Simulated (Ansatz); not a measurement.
Scan of one atom of the cell for Pb (fcc, Cu type)

Relaxed Pb (fcc, Cu type):

```xyz
4
Lattice="4.9909 0.0000 0.0000 0.0000 4.9909 0.0000 0.0000 0.0000 4.9909" Properties=species:S:1:pos:R:3 pbc="T T T"
Pb     0.0000     0.0000     0.0000
Pb     2.4955     2.4955     0.0000
Pb     2.4955     0.0000     2.4955
Pb     0.0000     2.4955     2.4955
```

Scan: atom 2 (Pb, nearest neighbour Pb at 3.529 Å; its periodic images, 5.0 Å or more away, move with it) is displaced along Cartesian [110], direction (0.707, 0.707, 0.000) in Cartesian axes, by s. The other atoms stay.

All values below come from r2SCAN (plane waves to 500 eV, PAW, scalar-relativistic; Ansatz, a program for electronic structure). k mesh 8×8×8 (Γ-centred), Fermi-Dirac smearing 0.05 eV. E stands for the smeared free energy. Compression counts positive. With partly filled bands, energies and forces of such displacements shift with the k mesh and the smearing. F∥ is the force on the atom along that direction. On this mesh the relaxed cell isn't quite at rest: it carries a pressure of 0.2 GPa (compression positive) at the zero of the scan. Pb was relaxed with its symmetry unable to fall. Spin-orbit coupling is left out, though Pb is heavy. The zero of ΔE is the undisplaced structure.

| s (Å) | ΔE (eV/cell) | P (GPa) | F∥ (eV/Å) |
|---|---|---|---|
| -0.350 | 0.0482 | 0.7 | 0.402 |
| -0.280 | 0.0255 | 0.5 | 0.253 |
| -0.210 | 0.0117 | 0.4 | 0.147 |
| -0.140 | 0.0042 | 0.3 | 0.074 |
| -0.070 | 0.0008 | 0.2 | 0.026 |
| 0.000 | 0.0000 | 0.2 | 0.000 |
| 0.070 | 0.0008 | 0.2 | -0.026 |
| 0.140 | 0.0042 | 0.3 | -0.074 |
| 0.210 | 0.0117 | 0.4 | -0.147 |
| 0.280 | 0.0255 | 0.5 | -0.253 |
| 0.350 | 0.0482 | 0.7 | -0.402 |

Read from the data:

The energy at s = 0.350 Å is 48.2 meV/cell. The force along the line at s = -0.350 Å comes out as 0.402 eV/Å and the force constant k = d²E/ds² at s = 0 (finite differences) is 0.32 eV/Å². Symmetry of the curve: even: the same for both signs. Shape of the curve: a single well with its minimum at or next to zero displacement. Harmonic estimate at the end of the scan: ½ks² = 19.5 meV/cell against the computed 48.2 meV/cell, so the well is stiffer than harmonic there.

(A displaced cell: forces are minus the slopes of the energy, force constants its curvatures, and phonons follow from these.)
